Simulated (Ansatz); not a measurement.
A: Ni (fcc, Cu type), a = 3.5188 Å, b = 3.5188 Å, c = 3.5188 Å, α = 90.00°, β = 90.00°, γ = 90.00°
B: CdSe (zinc blende), a = b = c = 6.196 Å, α = β = γ = 90.00°
C: PbTe (rock salt), a = b = c = 6.569 Å, α = β = γ = 90.00°

Scan: energy against volume (even scaling of the relaxed cell, symmetry kept). All come from one method, each on a k mesh of its own. All were relaxed with their symmetry unable to fall. Relaxed Ni ends ferromagnetic. Spin-orbit coupling is left out. The PAW data are Ansatz's earlier set. Other magnetic orders were not checked, so this need not be the ground state. (This holds for the magnetic or f-shell members.)

**Question.** Rank these by bulk modulus (fitted) (lowest first), as PBE (plane waves to 420 eV, PAW, scalar-relativistic; Ansatz, a first-principles code) gives it.

**Answer.** C (38.5 GPa), B (44.7 GPa), A (197 GPa)

(A scan under strain: stresses follow from slopes of the energy per volume, elastic moduli from its curvatures.)
